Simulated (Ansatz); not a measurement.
Starting cell, Ni (fcc, Cu type):

```xyz
4
Lattice="3.5184 0.0000 0.0000 0.0000 3.5184 0.0000 0.0000 0.0000 3.5184" Properties=species:S:1:pos:R:3 pbc="T T T"
Ni     0.0000     0.0000     0.0000
Ni     1.7592     1.7592     0.0000
Ni     1.7592     0.0000     1.7592
Ni     0.0000     1.7592     1.7592
```

In this cell atom 4 (Ni, nearest neighbour Ni at 2.488 Å; its periodic images, 3.5 Å or more away, move with it) is moved by s towards the nearest neighbour, unit vector (-0.707, -0.707, 0.000); all other atoms and the cell stay fixed.

Calculation: PBE (plane waves to 420 eV, PAW, scalar-relativistic; Ansatz, a first-principles code). k mesh 11×11×11 (Γ-centred), Fermi-Dirac smearing 0.05 eV. E stands for the smeared free energy. With partly filled bands, energies and forces of such displacements shift with the k mesh and the smearing. On this mesh the relaxed cell isn't quite at rest: it carries a pressure of 0.1 GPa (compression positive) at the zero of the scan. Ni was relaxed with its symmetry unable to fall. Relaxed Ni ends ferromagnetic. The magnetic order is the one the run started from; other orders were not tried. The zero of ΔE is the undisplaced structure.

Successive frames, forces in eV/Å:

```csv
frame,ΔE (eV/cell),F on Ni1,F on Ni2,F on Ni3,F on Ni4
s = 0.500 Å,1.384,"(0.036, -1.488, 0.000)","(-1.488, 0.036, 0.000)","(-3.236, -3.236, 0.000)","(4.688, 4.688, 0.000)"
s = 0.400 Å,0.826,"(-0.035, -1.199, 0.000)","(-1.199, -0.035, 0.000)","(-2.036, -2.036, 0.000)","(3.270, 3.270, 0.000)"
s = 0.300 Å,0.442,"(-0.063, -0.909, 0.000)","(-0.909, -0.063, 0.000)","(-1.245, -1.245, 0.000)","(2.216, 2.216, 0.000)"
s = 0.200 Å,0.189,"(-0.058, -0.613, 0.000)","(-0.613, -0.058, 0.000)","(-0.708, -0.708, 0.000)","(1.378, 1.378, 0.000)"
```

Question: What are the energy and the forces in the next frame, s = 0.100 Å?

Answer: ΔE (eV/cell) = 0.046.

```csv
atom,Fx,Fy,Fz
Ni1,-0.032,-0.308,0.000
Ni2,-0.308,-0.032,0.000
Ni3,-0.320,-0.320,0.000
Ni4,0.660,0.660,0.000
```

(A displaced cell: forces are minus the slopes of the energy, force constants its curvatures, and phonons follow from these.)
